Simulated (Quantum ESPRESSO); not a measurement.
**Band energies of N**

```
CELL_PARAMETERS angstrom
      5.56052     0.00000     0.00000
      0.00000     5.56052     0.00000
      0.00000     0.00000     5.56052
ATOMIC_POSITIONS crystal
  N  0.05740 0.05740 0.05740
  N  0.94260 0.94260 0.94260
  N  0.44260 0.94260 0.55740
  N  0.55740 0.05740 0.44260
  N  0.55740 0.44260 0.94260
  N  0.44260 0.55740 0.05740
  N  0.94260 0.55740 0.44260
  N  0.05740 0.44260 0.55740
```

PBEsol (pw.x of Quantum ESPRESSO, ONCV potentials, no spin-orbit coupling); path ΓXMΓRX,MR; energies in eV from the valence-band maximum.

```
k (1/Å)  point  band 16  band 17  band 18  band 19  band 20  band 21  band 22  band 23
-------  -----  -------  -------  -------  -------  -------  -------  -------  -------
0.00         Γ    -1.42    -0.99    -0.03    -0.03    -0.03     7.21     7.21     7.21
0.28              -1.46    -0.70    -0.10    -0.01    -0.01     7.33     7.34     7.41
0.56         X    -1.53    -0.33    -0.33     0.00     0.00     7.48     7.48     7.86
0.75              -1.53    -0.31    -0.31    -0.02    -0.02     7.54     7.54     7.88
1.13         M    -1.51    -0.17    -0.17    -0.17    -0.17     7.86     7.86     7.86
1.53              -1.44    -0.56    -0.08    -0.08    -0.02     7.43     7.51     7.51
1.93         Γ    -1.42    -0.99    -0.03    -0.03    -0.03     7.21     7.21     7.21
2.26              -1.44    -0.66    -0.06    -0.06    -0.04     7.36     7.42     7.42
2.58              -1.44    -0.35    -0.16    -0.16    -0.14     7.69     7.81     7.81
2.91         R    -1.42    -0.25    -0.25    -0.25    -0.25     7.85     7.85     7.85
3.23              -1.45    -0.27    -0.27    -0.14    -0.14     7.75     7.75     7.93
3.55              -1.51    -0.32    -0.32    -0.02    -0.02     7.52     7.52     7.87
3.71         X    -1.53    -0.33    -0.33     0.00     0.00     7.48     7.48     7.86
3.71         M    -1.51    -0.17    -0.17    -0.17    -0.17     7.86     7.86     7.86
3.99              -1.46    -0.21    -0.21    -0.21    -0.21     7.86     7.86     7.86
4.27         R    -1.42    -0.25    -0.25    -0.25    -0.25     7.85     7.85     7.85
```

The PBEsol gap is indirect, 7.21 eV, from X to Γ; the smallest direct gap is 7.24 eV.

Geometry of the Materials Project entry, not relaxed at this level.
